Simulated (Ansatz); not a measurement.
## A vibration from a frozen displacement in W

Method: DFT PBEsol, scalar-relativistic, plane waves, PAW (Ansatz 0.2.0). The runs took a 420 eV cutoff, a Γ-centred 14×14×14 mesh and Gaussian smearing (0.15 eV). Spin–orbit coupling is left out, which matters for the heavy elements here. No spin polarisation. Energies are free energies at this smearing, counted from the undisturbed cell; pressure is positive in compression.

Zero of the scan (relaxed at this level; this fcc form isn't the usual structure):

```
W
1.0
    -3.99799    3.99799    0.00000
    -3.99799    0.00000    3.99799
     0.00000    3.99799    3.99799
W
8
Direct
  0.00000 0.00000 0.00000
  0.50000 0.00000 0.00000
  0.00000 0.50000 0.00000
  0.00000 0.00000 0.50000
  0.50000 0.50000 0.00000
  0.50000 0.00000 0.50000
  0.00000 0.50000 0.50000
  0.50000 0.50000 0.50000
```

Atom 1 (W) is moved by x along the Cartesian unit vector (0.000, 0.000, 1.000); the cell and all other atoms stay fixed. The cell's volume is 127.81 Å³; the moved atoms weigh 183.840 u together and the others 1286.880 u.

| x (Å) | ΔE (meV/cell) | total force on the moved atoms along the move (eV/Å) | pressure (GPa) |
| --- | --- | --- | --- |
| -0.1000 | 59.20 | 1.1645 | 0.3432 |
| -0.0333 | 6.66 | 0.3995 | 0.0812 |
| 0.0000 | 0.00 | 0.0000 | 0.0484 |
| 0.0667 | 26.58 | -0.7911 | 0.1797 |

Q: What frequency belongs to this motion?

A: The force constant is k = −dF/dx = 11.952 eV/Å², from the parabola through x = -0.0333, 0 and 0.0667. In every cell the moved atoms swing against the rest, so the mass is μ = m₁m₂/(m₁ + m₂) = 160.860 u, and ν̃ = 521.5 cm⁻¹ × √(|k|/μ) = 142 cm⁻¹. The pattern needn't be a normal mode: ν̃² is then a weighted mean of the squared nonzero frequencies at the zone centre of this cell, so it lies between the lowest and the highest of them.

Q: How far does the harmonic law reach?

A: At x = -0.100 Å, kx²/2 = 59.76 meV against the computed 59.20 meV (-0.9 %): the well is still close to harmonic there.

In a metal these slopes depend on the k mesh and the smearing.

Cost: 4 runs of about 7.1 core-minutes in all, on Intel Xeon Platinum 8488C (Sapphire Rapids) (shared hosts).